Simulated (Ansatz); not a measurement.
Sc2SiB2:
```cif
data_B2Sc2Si
_chemical_formula_sum 'Sc2 Si1 B2'
_space_group_name_H-M_alt 'P-6m2'
_space_group_IT_number 187
_space_group_name_Hall 'P -6 2'
_cell_length_a 3.15631
_cell_length_b 3.15631
_cell_length_c 7.81113
_cell_angle_alpha 90.000
_cell_angle_beta 90.000
_cell_angle_gamma 120.000
loop_
_atom_site_label
_atom_site_type_symbol
_atom_site_symmetry_multiplicity
_atom_site_Wyckoff_symbol
_atom_site_fract_x
_atom_site_fract_y
_atom_site_fract_z
_atom_site_occupancy
Sc1 Sc 2 h 0.33333 0.66667 0.27939 1
Si1 Si 1 a 0.00000 0.00000 0.00000 1
B1 B 1 b 0.00000 0.00000 0.50000 1
B2 B 1 f 0.66667 0.33333 0.50000 1
```

Relaxed at zero pressure with plane-wave PAW PBE (Ansatz code).

Task: The volume is raised by 9 % and shape and atoms relax at that volume. What pressure results, and how do the axes share the change?

Result: -9.5 GPa; a 2.8 %, b 2.8 %, c 3.1 %; the energy rises by 39 meV/atom.

Task: Give the new structure.

Result: 
Space group P-6m2 (No. 187); a = 3.2452 Å, b = 3.2452 Å, c = 8.0542 Å, α = 90.00°, β = 90.00°, γ = 120.00°

| atom | site | symmetry | x | y | z |
|---|---|---|---|---|---|
| Sc | 2h | 3m. | 0.3333 | 0.6667 | 0.2827 |
| Si | 1a | -6m2 | 0.0000 | 0.0000 | 0.0000 |
| B | 1b | -6m2 | 0.0000 | 0.0000 | 0.5000 |
| B | 1f | -6m2 | 0.6667 | 0.3333 | 0.5000 |

The phase is kept; no other phase was compared at this pressure.

The start of the workflow was typed in or built on a structure type; neither database checked (COD, Materials Project) lists it. Its standing as an ambient phase is unchecked. The cell was relaxed with PBE under the symmetry of its start; its stability against distortions is not shown here. The run is not spin-polarised.

Potentials: the earlier of the program's two PAW sets.
